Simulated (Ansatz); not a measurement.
## VH (Fm-3m), two-dimensional strain map

Level of theory: DFT PBEsol, scalar-relativistic, plane waves, PAW (Ansatz). Settings: plane waves to 420 eV, k-mesh 20×20×20 (Γ-centred), Gaussian smearing 0.15 eV. No spin polarisation. Energies are free energies at this smearing, counted from the undisturbed cell; pressure is positive in compression.

The starting cell (as given, not relaxed at this level; it stands at -4.1 GPa, and it needn't be the usual structure):

```yaml
crystal:
  lattice:
    - [0.00000, 1.96375, 1.96375]
    - [1.96375, 0.00000, 1.96375]
    - [1.96375, 1.96375, 0.00000]
  atoms:
    - { symbol: V, position: [0.00000, 0.00000, 0.00000] }
    - { symbol: H, position: [0.50000, 0.50000, 0.50000] }
```

The cell is strained by p along both x and y and by q along z, fractional coordinates fixed. Points are written (p, q).

Energy above the undisturbed cell in meV/atom (a dash: not computed):

```
 p \ q  -0.050  0.000  0.050
-0.050    95.5   34.1    6.9
 0.000     2.7    0.0      ?
 0.050    17.7      ?      –
```

Task: Fill in the withheld energies.

Result: (0.000, 0.050): 19.8; (0.050, 0.000): 60.7.